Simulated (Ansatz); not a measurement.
AlBW in space group Cmcm (No. 63; Al on 4c, B on 4c, W on 4c), the program Ansatz at the LDA level (PAW), all energies at zero smearing, with the estimated change up to a 700 eV cutoff added, with one set of potentials and settings (totals compare only within such a set). Cell of 6 atoms (2 Al, 2 B, 2 W): -21587.063 eV.

| element | reference phase | E (eV/atom) |
|---|---|---|
| Al | Fm-3m, 1 atoms in the cell | -512.8755 |
| B | R-3m, 12 atoms in the cell | -149.7758 |
| W | Im-3m, 1 atoms in the cell | -10129.8416 |

Formation energy per atom, worked out: (-21587.063 − 2×(-512.8755) − 2×(-149.7758) − 2×(-10129.8416))/6 = -0.346 eV/atom (-33 kJ per mol of atoms), at 0 K, without zero-point energy or fitted corrections.

The workflow started from a Materials Project entry (that database holds measured and hypothetical structures alike); the Crystallography Open Database files this formula in space group No. 63, but the cells were not matched. Its standing as an ambient phase is unchecked. Symmetry was held in the LDA relaxation; its stability against distortions is not shown here. No spin polarisation was allowed. The references are the lowest solids computed at this level, not always the standard phases. Scalar-relativistic: spin–orbit coupling is off unless named, which matters more the heavier the elements.

Potentials: the later of the program's two PAW sets.
